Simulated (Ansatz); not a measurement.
ZnIn₂S₄ in space group R3m (No. 160; Pearson symbol hR7), DFT-LDA in the program Ansatz with PAW potentials. The conduction-band minimum lies at Γ, with 1 equivalent valley. Second derivatives d²E/dk² of the lowest band at one valley (eV·Å²), along Cartesian directions:

```json
[
 {"direction": "[100]", "d²E/dk²": "76.64"},
 {"direction": "[010]", "d²E/dk²": "76.64"},
 {"direction": "[001]", "d²E/dk²": "73.79"},
 {"direction": "[110]", "d²E/dk²": "76.64"},
 {"direction": "[101]", "d²E/dk²": "75.23"},
 {"direction": "[011]", "d²E/dk²": "75.23"}
]
```

Find the principal effective masses, the density-of-states mass and the conductivity mass.

Off-diagonal terms follow from H_xy = H[110] − (H_xx + H_yy)/2, and m*/mₑ = 7.620 eV·Å² over each eigenvalue: 0.099, 0.099, 0.10. One valley's DOS mass (m₁m₂m₃)^(1/3) = 0.10, conductivity mass 3/(Σ 1/mᵢ) = 0.10 mₑ.

What effective density of states Nc follows at 300 K for parabolic valleys?

Nc = 2.509e19 × 1 × (0.10)^(3/2) ≈ 7.9e17 cm⁻³.

The workflow started from an entry of the Crystallography Open Database (COD), which files this formula under 3 space groups. Whether it is the stable phase at ambient conditions was not checked. The LDA relaxation kept the symmetry of its start; its stability against distortions is not shown here. A crystal of weakly bound layers computed without a dispersion correction: the cell and the soft elastic constants depend strongly on that. Spin–orbit coupling is left out wherever it is not named.

Potentials: the later of the program's two PAW sets.

Edges and masses are those of Kohn–Sham bands, whose gap is no quasiparticle gap.
